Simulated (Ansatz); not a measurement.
## Computed properties of PbSSe (Janus 2H monolayer)

All numbers come from Ansatz 0.2.0. All values are calculated for a non-magnetic cell, which may be hypothetical.

The cell is a free-standing Janus 2H monolayer of PbSSe; cell and atoms were relaxed with r2SCAN. The sheet's in-plane cell has a = 3.802 Å, b = 3.802 Å (γ = 120.0°), and its outermost atoms lie 3.46 Å apart along the normal. Pb is surrounded by 3 S at 2.73 Å and 3 Se at 2.86 Å; S is surrounded by 3 Pb at 2.73 Å; Se is surrounded by 3 Pb at 2.86 Å.

```yaml
crystal:
  lattice:
    - [3.80244, 0.00000, 0.00000]
    - [-1.90122, 3.29301, 0.00000]
    - [0.00000, 0.00000, 30.60343]
  atoms:
    - { symbol: Pb, position: [0.33333, 0.66667, 0.29637] }
    - { symbol: S, position: [0.66667, 0.33333, 0.34949] }
    - { symbol: Se, position: [0.66667, 0.33333, 0.23639] }
```
Two periodic directions, a and b.

Relaxed lattice by functional, symmetry kept:
```csv
functional,k mesh,a (Å),thickness (Å)
PBE,12×12×1,3.824,3.55
r2SCAN,12×12×1,3.802,3.46
PBEsol,12×12×1,3.740,3.53
LDA,12×12×1,3.700,3.51
```

Gaps on the r2SCAN cell, each the least over its mesh and the special points:
```csv
level,k mesh,gap (eV),kind,edges,least direct gap (eV)
LDA,12×12×1,none (overlap 0.36),–,–,–
PBE,12×12×1,none (overlap 0.30),–,–,–
PBE+SOC,12×12×1,none (overlap 0.35),–,–,–
r2SCAN,12×12×1,none (overlap 0.21),–,–,–
```
All runs use a smearing of 0.02 eV.
Wave cutoffs: 420 eV, 500 eV (r2SCAN). Run but not listed, since they were read on a mesh alone, on too coarse a mesh, or into states of the vacuum: PBE0.

With r2SCAN the bands overlap by 0.21 eV (counted from 1, band 18 peaks at Γ and band 19 bottoms out at M): no gap. PBE+SOC gives no gap: the lowest nominally empty band dips 0.35 eV below the top of the last filled one (its bottom at M, the top at Γ), so the cell is a metal or semimetal at this level.

No level opens a gap, but no hybrid is among them, and semilocal functionals can close a real gap.

Only the levels marked +SOC include spin-orbit coupling.

For some runs the program warns that the potential is rough where the density is thin, which bears on empty states near the vacuum.
